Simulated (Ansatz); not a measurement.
# Structures of Al2Ru: which is lowest?

Plane-wave DFT in Ansatz with scalar-relativistic PAW potentials, cutoff 420 eV, Γ-centred meshes chosen by cell and gap, Gaussian smearing with energies taken to zero width. Every cell was relaxed (cell and atoms) in a run of its own, within the symmetry of its start. Functional: LDA.

Relaxed structures (starts from databases or built by putting these elements on another compound's sites):
A. Fddd, 6 atoms in the computed cell, a = 4.665 Å, b = 7.916 Å, c = 8.702 Å; sites (symmetry × multiplicity) Al .2. × 16, Ru 222 × 8; start: database
B. I4/mmm, 3 atoms in the computed cell, a = 3.099 Å, c = 8.352 Å; sites (symmetry × multiplicity) Al 4mm × 4, Ru 4/mmm × 2; start: database

Task: Rank them by energy. Could pressure change the order?

Result:
| structure | group | E − E(lowest) (meV/atom) | V (Å³/atom) | gap on mesh (eV) |
| --- | --- | --- | --- | --- |
| A | Fddd | 0.0 | 13.39 | 0.08 |
| B | I4/mmm | 32 | 13.37 | 0.00 |

A is lowest, 32 meV/atom under B. The two lowest differ in volume by under 3 %, too little for a first-order estimate of what pressure does to that pair (other pairs aren't weighed here); with rigid cells even 3 % in favour of the higher one would need about 13 GPa. Other structures may lie lower than all of these, and vibrations aren't counted.